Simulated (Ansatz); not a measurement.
InSb3: energy along a strain

InSb3, Fm-3m, a = 7.456 Å. The structure is a Materials Project entry; whether it is the stable form wasn't checked. Ansatz: PBE+D3(BJ), PAW, 420 eV, Γ-centred 12×12×12 mesh on 4 atoms, Gaussian smearing 0.15 eV; no spin polarisation. Cell vectors (Å): 0.000 3.728 3.728; 3.728 0.000 3.728; 3.728 3.728 0.000. The cell is strained by x per cent times the pattern (0 0 1 0 0 0) in the order xx yy zz yz xz xy (engineering shears), with fractional coordinates held. y is the free energy over the start, V0 = 25.904 Å³/atom.

| x (%) | y (meV/atom) |
| --- | --- |
| -6.00 | 25.58 |
| -4.50 | 14.14 |
| -3.00 | 6.36 |
| 0.00 | 0.00 |
| 1.50 | 0.73 |
| 4.50 | ? |
| 6.00 | 17.00 |

Task: Fit y = c1 x + c2 x² + c3 x³ to the other rows, get the stiffness along the pattern, and predict the missing energy.

Result: Least squares on the rows shown. y = −0.24353 x + 0.59036 x² − 0.013000 x³. The clamped-ion stiffness p·C·p = 2 × 5.904 eV × 160.2 / 25.904 Å³ = 73 GPa, which is C33 in these axes (C11 of the cubic crystal); c1 is there for the stress left in the start, which by itself gives a slope of -0.35 meV/atom per %. With a term in x⁴ added, the coefficient of x² becomes 0.5579, 5 % less, which shows how far this figure hangs on the form. At x = 4.50 the fit asked for gives 9.67 meV/atom. The run gave 9.36 meV/atom, so the fit is 0.31 meV/atom too high, 1.2 % of the span of the series, against an rms of 0.10 meV/atom on the fitted rows. With a term in x⁴ added, a fit to the same known rows predicts 9.23 meV/atom, a smaller miss on the other side.

Cost: 7 runs of about 2.6 core-minutes in all, on Arm Neoverse V2 (shared hosts).